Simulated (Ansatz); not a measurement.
Sc2GeB2 in space group P-6m2 (No. 187; Sc on 2h, Ge on 1a, B on 1b, B on 1f) at seven volumes, PBEsol (plane waves, PAW; program Ansatz), shape and atoms relaxed at each. One row is withheld.

| V (Å³/atom) | P (GPa) |
|---|---|
| 12.224 | 15.33 |
| 12.627 | 9.42 |
| 13.030 | 4.34 |
| 13.433 | -0.01 |
| 13.836 | ? |
| 14.239 | -6.92 |
| 14.642 | -9.62 |

Fit the shown pressures and predict the withheld one.

Third-order Birch–Murnaghan: P = (3/2)B₀(x^(7/2) − x^(5/2))[1 + (3/4)(B′ − 4)(x − 1)] with x = (V₀/V)^(2/3). Least squares on the six rows gives V₀ = 13.433 Å³/atom, B₀ = 133.7 GPa, B′ = 4.16. At V = 13.836, x = 0.9805 and P = -3.72 GPa. The run itself gave -3.73 GPa.

The start of the workflow was typed in or built on a structure type; neither database checked (COD, Materials Project) lists it. Its standing as an ambient phase is unchecked. The PBEsol relaxation kept the symmetry of its start; whether a distortion lowers the energy is not shown. The run is not spin-polarised.

Potentials: the earlier of the program's two PAW sets. The files were generated under PBE; for other functionals the program regenerates the frozen cores, and for LDA and PBEsol the local potential too.
